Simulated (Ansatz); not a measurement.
Sn:
```xyz
8
Lattice="5.6929 3.2868 2.2443 -5.6929 3.2868 2.2443 0.0000 -6.5735 2.2443" Properties=species:S:1:pos:R:3 pbc="T T T"
Sn    -3.9479    -1.0363     2.9308
Sn     3.9479     1.0363     3.8019
Sn     2.8715    -2.9008     2.9308
Sn    -2.8715     2.9008     3.8019
Sn     1.0765     3.9372     2.9308
Sn    -1.0765    -3.9372     3.8019
Sn     0.0000     0.0000     4.8235
Sn     0.0000     0.0000     1.9092
```

Relaxed with r²SCAN.

Problem. Which orbitals make up the states near the Fermi level in r²SCAN in the plane-wave PAW code Ansatz?

Solution. Within 0.5 eV of the Fermi level: Sn 5p 72 %, Sn 5s 26 %. Projections are on Löwdin-orthogonalised atomic valence shells; empty p or d shells of many metals are not among them.

Problem. Tabulate the density of states.

Solution. States/eV per cell of 8 atoms, in 0.25 eV bins, energy from the Fermi level.

```csv
E (eV),total,Sn 5p,Sn 5s,Sn 4d
-7.85,2.07,0.64,1.42,0.01
-7.60,2.02,0.67,1.34,0.01
-7.35,2.33,0.77,1.54,0.01
-7.10,2.01,0.70,1.29,0.01
-6.85,1.85,0.68,1.16,0.01
-6.60,2.00,0.77,1.21,0.01
-6.35,2.54,1.07,1.45,0.01
-6.10,2.27,1.00,1.25,0.01
-5.85,1.00,0.44,0.55,0.00
-5.60,1.92,0.91,0.99,0.01
-5.35,4.33,2.01,2.29,0.01
-5.10,3.40,1.54,1.83,0.01
-4.85,2.66,1.26,1.38,0.01
-4.60,1.21,0.61,0.60,0.00
-4.35,0.76,0.41,0.34,0.00
-4.10,0.51,0.29,0.21,0.00
-3.85,1.84,1.62,0.20,0.00
-3.60,2.49,2.19,0.27,0.00
-3.35,2.78,2.41,0.34,0.01
-3.10,3.49,3.10,0.36,0.01
-2.85,4.44,4.07,0.33,0.01
-2.60,4.79,4.42,0.33,0.01
-2.35,4.88,4.47,0.36,0.01
-2.10,5.77,5.33,0.39,0.02
-1.85,6.08,5.68,0.35,0.02
-1.60,6.54,6.17,0.31,0.02
-1.35,6.84,6.48,0.30,0.02
-1.10,5.72,5.40,0.25,0.02
-0.85,4.95,4.72,0.18,0.02
-0.60,2.56,2.43,0.10,0.01
-0.35,0.91,0.86,0.04,0.00
-0.10,0.57,0.50,0.06,0.00
0.15,2.05,1.34,0.66,0.00
0.40,2.79,1.76,0.94,0.01
0.65,2.81,1.85,0.88,0.01
0.90,3.51,2.37,1.02,0.01
1.15,2.64,1.76,0.76,0.01
1.40,4.08,2.85,1.01,0.01
1.65,5.63,4.01,1.28,0.01
1.90,4.55,3.30,0.95,0.01
2.15,4.79,3.52,0.93,0.01
2.40,5.25,3.99,0.84,0.01
2.65,5.33,4.10,0.77,0.01
2.90,5.01,3.85,0.68,0.01
3.15,5.49,4.26,0.65,0.01
3.40,5.57,4.31,0.59,0.01
3.65,5.46,4.23,0.49,0.01
3.90,6.81,5.21,0.52,0.01
4.15,4.91,3.79,0.37,0.01
4.40,5.30,4.00,0.38,0.01
4.65,4.69,3.45,0.32,0.01
```

Space group R-3. The start of the workflow was typed in or built on a structure type; neither database checked (COD, Materials Project) lists it. It is not the phase usual at ambient conditions (space group No. 141). The r²SCAN relaxation kept the symmetry of its start; its stability against distortions is not shown here. Spin–orbit coupling is left out wherever it is not named.

Potentials: the earlier of the program's two PAW sets.
